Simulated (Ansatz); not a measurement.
# LiAl2H6ClO6: checking a database structure before trusting its electric field gradients

The cell is a computed structure from the Materials Project (it need not be an observed phase), atoms as given.

Space group P6_3/mcm (No. 193); a = 5.1598, c = 14.2846 Å, γ = 120.00°.

```
site  Wyckoff  site symmetry       x       y       z
  Li       2b           -3.m  0.0000  0.0000  0.0000
  Al       4d            3.2  0.3333  0.6667  0.0000
   H      12k            ..m  0.0000  0.6887  0.3667
  Cl       2a           -62m  0.0000  0.0000  0.7500
   O      12k            ..m  0.0000  0.6321  0.4322
```

One atom of each set is listed.

Method: Kohn–Sham DFT in Ansatz, PBE, plane waves and PAW, scalar-relativistic, 420 eV cutoff, Γ-centred 6×6×2 k-points, Fermi–Dirac smearing 0.02 eV.

(1) Do the atoms and the cell lie near the calculated equilibrium?

Results:

(1) Nearly. The largest force is 0.31 eV/Å, on atom 23 (O: 1 H at 0.98 Å, 2 Al at 1.90 Å; also 1 Li at 2.13 Å), and the pressure is 0.6 GPa. Relaxing the atoms is still advisable, since electric field gradients respond to shifts of a few hundredths of an ångström.
